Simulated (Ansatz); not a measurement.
Here is the system:

Starting cell, GaN (wurtzite):

```yaml
crystal:
  lattice:
    - [6.43675, 0.00000, 0.00000]
    - [-1.60919, 2.78720, 0.00000]
    - [0.00000, 0.00000, 5.24320]
  atoms:
    - { symbol: Ga, position: [0.33333, 0.33333, 0.00096] }
    - { symbol: Ga, position: [0.83333, 0.33333, 0.00096] }
    - { symbol: Ga, position: [0.16667, 0.66667, 0.50096] }
    - { symbol: Ga, position: [0.66667, 0.66667, 0.50096] }
    - { symbol: N, position: [0.33333, 0.33333, 0.62424] }
    - { symbol: N, position: [0.83333, 0.33333, 0.62424] }
    - { symbol: N, position: [0.16667, 0.66667, 0.12424] }
    - { symbol: N, position: [0.66667, 0.66667, 0.12424] }
```

The atoms are displaced by Q × the pattern below (from a DFPT mode at M = (0.5, 0.0, 0.0), largest move 1; Q in Å), at fixed cell. (q is in reciprocal vectors of the primitive cell; the cell shown is doubled to hold the pattern.)

| atom | x | y | z |
|---|---|---|---|
| Ga1 | 0.809 | 0.467 | -0.358 |
| Ga2 | -0.809 | -0.467 | 0.358 |
| Ga3 | 0.809 | 0.467 | 0.358 |
| Ga4 | -0.809 | -0.467 | -0.358 |
| N5 | 0.137 | 0.079 | 0.155 |
| N6 | -0.137 | -0.079 | -0.155 |
| N7 | 0.137 | 0.079 | -0.155 |
| N8 | -0.137 | -0.079 | 0.155 |

Method: PBE (plane waves to 420 eV, PAW, scalar-relativistic; Ansatz, a first-principles code). k mesh 6×12×6 (Γ-centred), Fermi-Dirac smearing 0.05 eV. E stands for the smeared free energy. GaN was relaxed with its symmetry unable to fall. ΔE is measured from the undisplaced structure.

The scan covers Q from -0.280 to 0.280 Å in 13 points.

Task: Which space group does the distorted structure have?

Result: Pmc2_1 (No. 26), lowered from P6_3mc.

Task: What is the energy change at Q = 0.280 Å?

Result: 3652 meV/cell.

Task: What harmonic wavenumber does the curvature at Q = 0 give?

Result: 302 cm⁻¹.

(For displaced atoms, the force is minus the slope of the energy, and its curvature is a force constant, which sets phonon frequencies.)
